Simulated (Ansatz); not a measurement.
Total density of states per atom from LDA (plane waves, PAW; program Ansatz), in 0.25 eV bins, energy from the Fermi level:

| E (eV) | states/eV/atom |
|---|---|
| -7.85 | 0.47 |
| -7.60 | 0.58 |
| -7.35 | 0.86 |
| -7.10 | 0.56 |
| -6.85 | 0.22 |
| -6.60 | 0.25 |
| -6.35 | 0.49 |
| -6.10 | 0.71 |
| -5.85 | 1.04 |
| -5.60 | 1.26 |
| -5.35 | 0.73 |
| -5.10 | 0.76 |
| -4.85 | 0.69 |
| -4.60 | 0.65 |
| -4.35 | 0.57 |
| -4.10 | 0.42 |
| -3.85 | 0.32 |
| -3.60 | 0.25 |
| -3.35 | 0.18 |
| -3.10 | 0.11 |
| -2.85 | 0.11 |
| -2.60 | 0.20 |
| -2.35 | 0.31 |
| -2.10 | 0.36 |
| -1.85 | 0.50 |
| -1.60 | 0.81 |
| -1.35 | 0.79 |
| -1.10 | 0.62 |
| -0.85 | 0.67 |
| -0.60 | 0.46 |
| -0.35 | 0.64 |
| -0.10 | 0.73 |
| 0.15 | 0.66 |
| 0.40 | 0.82 |
| 0.65 | 1.09 |
| 0.90 | 1.32 |
| 1.15 | 1.81 |
| 1.40 | 1.87 |
| 1.65 | 0.60 |
| 1.90 | 0.56 |
| 2.15 | 0.50 |
| 2.40 | 0.64 |
| 2.65 | 0.73 |
| 2.90 | 0.73 |
| 3.15 | 1.09 |
| 3.40 | 1.00 |
| 3.65 | 0.40 |

Task: Which compound is it?
A) VS, NiAs type
B) TaS2, CdI2 type
C) Hf2S, P6_3/mmc (Hf on 4f, S on 2b)
D) FeS2, Pnnm (Fe on 2a, S on 4g)

Result: A, VS, NiAs type. Within 0.5 eV of the Fermi level: V 3d 86 %, S 3p 8 %. Projections are on Löwdin-orthogonalised atomic valence shells; empty p or d shells of many metals are not among them.

The workflow started from a Materials Project entry (that database holds measured and hypothetical structures alike); the Crystallography Open Database files this formula in space group No. 194, but the cells were not matched. Whether it is the stable phase at ambient conditions was not checked. Symmetry was held in the LDA relaxation; whether a distortion lowers the energy is not shown. The run is not spin-polarised.

Potentials: the later of the program's two PAW sets.
